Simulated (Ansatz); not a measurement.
Given:

Bi:
Space group Fd-3m, origin choice 1 (No. 227); a = b = c = 7.234 Å, α = β = γ = 90.00°

```tsv
atom	site	symmetry	x	y	z
Bi	8b	-43m	0.5000	0.5000	0.5000
```
(The calculation used a cell of 2 atoms; values per cell refer to that cell.)

This is the r²SCAN-relaxed structure.

**Question.** All from plane-wave PAW r²SCAN (Ansatz code), unless another level is named. Estimate the bulk modulus (Birch–Murnaghan fit).

**Answer.** 31.5 GPa.

**Question.** Predict the elastic constants (relaxed ions, GPa).

**Answer.** C11 = 31.2, C12 = 31.9, C44 = -15.1.

The start of the workflow was typed in or built on a structure type; neither database checked (COD, Materials Project) lists it. It is not the phase usual at ambient conditions (space group No. 166). Symmetry was held in the r²SCAN relaxation. At this level the phase is mechanically unstable. As this level gives no gap, shear constants depend on the k-mesh and smearing (Fermi–Dirac, 0.1 eV here). Scalar-relativistic: spin–orbit coupling is off unless named, which matters more the heavier the elements.

Potentials: the later of the program's two PAW sets.
